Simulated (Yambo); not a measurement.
LiBr (wurtzite, space group P6_3mc, No. 186): a test of whether the lowest BSE state is resolved, against the k mesh (Yambo, LDA bands; otherwise 6 valence and 4 conduction bands, static screening with 46 bands and a 4 Ry block, scissor 2.67 eV, Tamm-Dancoff).

| k mesh | direct gap (eV) | lowest state (eV) | difference (eV) | k points taking part | rough cost |
|---|---|---|---|---|---|
| 3×3×2 | 7.49 | 6.38 | 1.10 | 1.1 | about 1/30 |
| 6×6×4 | 7.49 | 6.81 | 0.68 | 1.8 | about 1/4 |
| 9×9×4 | 7.49 | 6.86 | 0.62 | 4.8 | 1 |

The last step moves the difference by 0.06 eV. Even the densest mesh doesn't resolve the state: none of these energies is a result, and the difference is no binding energy.

These are vertical excitations (zero momentum). The scissor comes from a G0W0 run whose convergence isn't established; costs are rough.

Spin-orbit splittings are left out.

Geometry relaxed with LDA; primitive cell a = b = 4.0456 Å, c = 6.4821 Å, α = β = 90.00°, γ = 120.00°.

This is not the ordinary phase of the substance; no match was found in the copy of COD used, and its stability was not checked.
